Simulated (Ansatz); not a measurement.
Given:

Ni2P:
```
Ni2P
1.0
    5.80474     0.00000     0.00000
   -2.90237     5.02705     0.00000
    0.00000     0.00000     3.31744
Ni P
6 3
Direct
  0.60035   0.00000   0.50000
  0.39965   0.39965   0.50000
  0.00000   0.60035   0.50000
  0.74047   0.74047   0.00000
  0.00000   0.25953   0.00000
  0.25953   0.00000   0.00000
  0.33333   0.66667   0.00000
  0.66667   0.33333   0.00000
  0.00000   0.00000   0.50000
```

This is the PBEsol-relaxed structure. Cartesian axes are those of the cell as given.

Task: All from the program Ansatz at the PBEsol level (PAW), unless another level is named. Give the Poisson's ratio.

Result: 0.39.

Task: And the elastic constants (relaxed ions, GPa)?

Result: C11 = 304, C12 = 197, C13 = 180, C33 = 267, C44 = 49.3.

Space group P-62m. The workflow started from a Materials Project entry (that database holds measured and hypothetical structures alike); the Crystallography Open Database files this formula in space group No. 189, but the cells were not matched. Its standing as an ambient phase is unchecked. The PBEsol relaxation kept the symmetry of its start; whether a distortion lowers the energy is not shown. The run is not spin-polarised. The program gave a warning on the electronic state, which may not be the lowest. As this level gives no gap, shear constants depend on the k-mesh and smearing (Fermi–Dirac, 0.1 eV here). On the denser mesh and wider smearing of the elastic run this cell carries a stress of 0.3 GPa.

Potentials: the later of the program's two PAW sets.
